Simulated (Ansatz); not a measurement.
The start is a relaxed MgSe cell, doubled along one cell vector, shaken by Gaussian noise of σ = 0.08 Å a coordinate. The cell and all atomic positions are relaxed at zero pressure with r2SCAN (plane waves to 500 eV, PAW, scalar-relativistic; Ansatz, a first-principles code). First-step values are on the input's coarse k-mesh.

Ansatz input (later rounds restart from its end on a renewed k-mesh):
Ansatz 0.2 input:
```yaml
crystal:
  lattice:
    - [3.6683698744, 0, 0]
    - [0, 3.6683698744, 0]
    - [0, 0, 10.2585757654]
  atoms:
    - { symbol: Mg, position: [0.5093838309, 0.4848047004, -0.0134384887] }
    - { symbol: Mg, position: [0.4677081456, 0.4846878599, 0.4908991715] }
    - { symbol: Se, position: [-0.0083622196, -0.0396426105, -0.0027508757] }
    - { symbol: Se, position: [0.0115807963, 0.0227150408, 0.4933868152] }
basis: { ecutwfc: 500, ecutrho_ratio: 4, xc_grid: 4, fft_grid_basis: typed }
kpoints: { mp_grid: { grid: [6, 6, 3] } }
hamiltonian:
  xc: r2scan
  dispersion: none
  pseudopotentials: { kind: paw }
scf: { occupations: { method: fermi_dirac, width: 0.05 } }
relax: { f_tol: 0.01, max_steps: 100, cell: { stress_tol: 0.02 } }
output: { forces: true, stress: true }
```

- Largest initial force: 1.26 eV/Å, on Mg2, Se4 (atoms numbered as listed)
- Energy released: 0.46 eV/atom
- Volume change: -40.6 %, from 34.51 to 20.49 Å³/atom
- Shortest distances (start → end): The closest pairs of elements (up to four, under 3.6 Å), start → end: Mg–Se 2.38 → 2.74 Å
- Band gap at the end: 2.48 eV, indirect (valence top at Γ, conduction bottom at X) (no spin-orbit coupling)
- Optimiser moves: 17

Relaxed structure:

Space group Fm-3m (No. 225); a = 5.4724 Å, b = 5.4724 Å, c = 5.4724 Å, α = 90.00°, β = 90.00°, γ = 90.00°

```
atom  site  symmetry       x       y       z
----  ----  --------  ------  ------  ------
Mg      4b      m-3m  0.5000  0.5000  0.5000
Se      4a      m-3m  0.0000  0.0000  0.0000
```
(The calculation used a cell of 2 atoms; values per cell refer to that cell.)

Final values are on a 10×10×10 k-mesh of the relaxed cell. No spin polarisation in the result.

Of the parent cell (P4/mmm (No. 123)): it is a generated cell of MgSe: the first start was made by placing the elements on the sites of a structure type, and the end was not matched to a known phase here, so it may be hypothetical. Known forms of MgSe include space group No. 225.
